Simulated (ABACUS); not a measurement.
A self-consistent single point of a model cell of As (Im-3m, 1 atom in the cell; prototype structure) with ABACUS.

Method: PBE, PseudoDojo 0.5 standard norm-conserving PBE (tails mended) pseudopotentials (plane waves; ABACUS 3.10.1).

```
As
1.0
   -1.68979     1.68979     1.68979
    1.68979    -1.68979     1.68979
    1.68979     1.68979    -1.68979
As
1
Cartesian
  0.00000   0.00000   0.00000
```

Reference input (self-consistent single point, DFT, PBE, plane waves, PseudoDojo 0.5 standard norm-conserving PBE (tails mended) pseudopotentials): KPT = MP 14 14 14 0 0 0; basis_type = pw; ecutwfc = 84 Ry; smearing_method = mp; smearing_sigma = 0.00734986 Ry; potentials = PseudoDojo 0.5 standard norm-conserving PBE (tails mended); symmetry = 1; symmetry_prec = 1e-05; ks_solver = dav; scf_nmax = 100; scf_thr = 1.0e-09 Ry; mixing_type = pulay. This run's input differs from it in these lines:

```diff
@@ -12,3 +12,3 @@
 scf_nmax             100
-scf_thr              1.0e-09
+scf_thr              7.3e-06
 mixing_type          pulay
```

Log, with long lists cut:

```
 SELF-CONSISTENT
 -------------------------------------------
                                 init_chg = atomic

 PW ALGORITHM --------------- ION=   1  ELEC=   1--------------------------------
 Notice: Threshold on eigenvalues was too large.

 Density error is 0.00161751900554
                          Error Threshold = 1.12850443256e-05
 E_KohnSham     -212.1014985963      -2885.7889352490
 E_Fermi        0.9284614511         12.6323661080

 PW ALGORITHM --------------- ION=   1  ELEC=   2--------------------------------

 Density error is 0.000100363361925
                          Error Threshold = 1.07834600369e-05
 E_KohnSham     -212.1016425499      -2885.7908938379
 E_Fermi        0.9242422594         12.5749610605

 PW ALGORITHM --------------- ION=   1  ELEC=   3--------------------------------

 Density error is 2.86952686477e-06
                          Error Threshold = 6.69089079502e-07
 E_KohnSham     -212.1016526573      -2885.7910313563
 E_KS(sigma->0) -212.1016477137      -2885.7909640951
 E_entropy(-TS) -0.0000148308        -0.0002017836
 E_Fermi        0.9232895524         12.5619988170
 charge density convergence is achieved
 final etot is -2885.7910314 eV
 EFERMI = 12.561998817 eV

 STATE ENERGY(eV) AND OCCUPATIONS    NSPIN == 1
   [... 15 lines left out ...]

 TOTAL-FORCE (eV/Angstrom)
                       As1         0.0000000000         0.0000000000         0.0000000000

 TOTAL-STRESS (KBAR)
        -2.2987171329         0.0000000000         0.0000000000
         0.0000000000        -2.2987171329        -0.0000000000
        -0.0000000000        -0.0000000000        -2.2987171329
 TOTAL-PRESSURE: -2.298717 KBAR

 --------------------------------------------
 !FINAL_ETOT_IS -2885.7910313562852025 eV
 --------------------------------------------
```

The run converged in 3 iterations. Against the reference run the free energy stays essentially unchanged (within 1 meV/atom) and the pressure goes from -0.67 to -0.23 GPa.

The starting geometry comes from a prototype or from typed values, not from a relaxation at this level; it need not be a known phase. This run is one point of a test of settings, so its values need not be converged; read them against the reference run alone.

Cost on one core: very roughly 30 core-seconds.

“Tails mended”: in these copies of the files the far tail of each local potential was reset to the Coulomb form.
